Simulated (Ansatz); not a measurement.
# TePt: computed property card

TePt:
```cif
data_Pt6Te6
_chemical_formula_sum 'Pt6 Te6'
_space_group_name_H-M_alt 'R-3m :H'
_space_group_IT_number 166
_space_group_name_Hall '-R 3 2"'
_cell_length_a 3.96917
_cell_length_b 3.96917
_cell_length_c 20.23040
_cell_angle_alpha 90.000
_cell_angle_beta 90.000
_cell_angle_gamma 120.000
loop_
_atom_site_label
_atom_site_type_symbol
_atom_site_symmetry_multiplicity
_atom_site_Wyckoff_symbol
_atom_site_fract_x
_atom_site_fract_y
_atom_site_fract_z
_atom_site_occupancy
Pt1 Pt 6 c 0.00000 0.00000 0.36989 1
Te1 Te 6 c 0.00000 0.00000 0.09750 1
```
(The calculation used a cell of 4 atoms; values per cell refer to that cell.)

Space group R-3m (No. 166); conventional cell a = 3.9692 Å, b = 3.9692 Å, c = 20.2304 Å, α = 90.00°, β = 90.00°, γ = 120.00°.

Method: DFT-r²SCAN+D4 in the program Ansatz with PAW potentials. The cell and atoms are relaxed at this level. Other levels are named where they apply.

**Cell and energy**

| Item | Result |
|---|---|
| Volume per atom | 23.00 Å³ |
| Density | 11.65 g/cm³ |
| Formation energy from the elements (no fitted shifts) | -379 meV/atom |

**Electronic structure**

| Item | Value |
|---|---|
| Electronic character | metallic (no gap) |
| Density of states at the Fermi level | 0.45 states/eV per atom (mean over ±0.08 eV) |

**Charges**

| Property | Value |
|---|---|
| Bader charges | Pt -0.38, Te +0.38 e |

The workflow started from an entry of the Crystallography Open Database (COD), which files this formula under 2 space groups. Whether it is the stable phase at ambient conditions was not checked. Symmetry was held in the r²SCAN+D4 relaxation; whether a distortion lowers the energy is not shown. The run is not spin-polarised. The references are the lowest solids computed at this level, not always the standard phases. Spin–orbit coupling is left out wherever it is not named.

Potentials: the later of the program's two PAW sets.
